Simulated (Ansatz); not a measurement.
Al:
```xyz
1
Lattice="0.0000 2.0072 2.0072 2.0072 0.0000 2.0072 2.0072 2.0072 0.0000" Properties=species:S:1:pos:R:3 pbc="T T T"
Al     0.0000     0.0000     0.0000
```

This is the PBEsol-relaxed structure.

Task: All from PBEsol (plane waves, PAW; program Ansatz), unless another level is named. Give the bulk modulus (Birch–Murnaghan fit).

Result: 82.4 GPa.

Task: Predict the elastic constants (relaxed ions, GPa).

Result: C11 = 119, C12 = 64.1, C44 = 36.6.

Space group Fm-3m (fcc (Cu type)). The cell was relaxed with PBEsol under the symmetry of its start. As this level gives no gap, shear constants depend on the k-mesh and smearing (Fermi–Dirac, 0.1 eV here).

Potentials: the later of the program's two PAW sets.
